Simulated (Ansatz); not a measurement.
# BiB: from a first guess to the relaxed zincblende type

First guess:

```
CELL_PARAMETERS angstrom
0.00000 2.78430 2.78430
2.78430 0.00000 2.78430
2.78430 2.78430 0.00000
ATOMIC_POSITIONS crystal
B 0.00000 0.00000 0.00000
Bi 0.25000 0.25000 0.25000
```

Method: DFT, PBE, PAW with Ansatz's default frozen-core files, scalar-relativistic (Ansatz 0.2.0).

Cell and atoms relax within the symmetry of the start on a 11×11×11 k mesh with 0.05 eV Fermi–Dirac smearing.

The start is built from a prototype, known or not as a phase of this compound; the cutoff is 420 eV.

No spin–orbit coupling, which matters for the heavy atoms here.

Problem. What is the pressure of the first guess?

Solution. -1.69 GPa.

Problem. What does it relax to?

Solution. a = 5.524 Å, b = 5.524 Å, c = 5.524 Å, α = 90.00°, β = 90.00°, γ = 90.00° (conventional cell), 21.07 Å³ per atom:
```cif
data_structure
_symmetry_space_group_name_H-M 'F-43m'
_symmetry_Int_Tables_number 216
_cell_length_a 5.5240
_cell_length_b 5.5240
_cell_length_c 5.5240
_cell_angle_alpha 90.000
_cell_angle_beta 90.000
_cell_angle_gamma 90.000
_cell_volume 168.56
loop_
_atom_site_label
_atom_site_type_symbol
_atom_site_symmetry_multiplicity
_atom_site_Wyckoff_symbol
_atom_site_fract_x
_atom_site_fract_y
_atom_site_fract_z
_atom_site_occupancy
B1 B 4 a 0.00000 0.00000 0.00000 1
Bi1 Bi 4 d 0.25000 0.25000 0.75000 1
```

Problem. How much energy does the relaxation release?

Solution. 3 meV/atom.
